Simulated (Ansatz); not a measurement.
A geometry of W away from equilibrium: the start of the relaxation of a relaxed W cell, doubled along one cell vector, shaken by Gaussian noise of σ = 0.08 Å a coordinate. The numbers are results of PBE (plane waves to 420 eV, PAW, scalar-relativistic; Ansatz, a first-principles code), not measurements. Γ-centred k-mesh 13×13×7 on the run's cell (coarser than for final values), Fermi–Dirac smearing 0.05 eV.

```xyz
4
Lattice="0.0000 2.2148 4.9865 1.5391 0.0000 4.9865 3.0781 4.4296 0.0000" Properties=species:S:1:pos:R:3 pbc="T T T"
W      1.5312     2.1476     1.3368
W      3.1660     4.3916     1.4414
W      1.6345     2.3233     8.6943
W      3.0139     4.4475     8.6374
```

Problem. Give the Cartesian forces on all atoms (eV/Å).

Solution. 
| atom | Fx | Fy | Fz |
|---|---|---|---|
| W1 | 0.70 | 0.29 | -0.47 |
| W2 | -0.69 | -0.29 | -0.30 |
| W3 | -1.30 | -0.82 | 0.73 |
| W4 | 1.29 | 0.82 | 0.04 |

Problem. What is the pressure?

Solution. +2.7 GPa, compression positive.

Problem. How far above the relaxed end point is this geometry?

Solution. 0.78 eV/atom; the path ends in Im-3m (No. 229) (bcc (W type)).

No spin polarisation in the result.

Of the parent cell (Fmmm (No. 69)): it is a generated cell of W: the first start was made by placing the elements on the sites of a structure type, and the end was not matched to a known phase here, so it may be hypothetical. Known forms of W include space group No. 229.
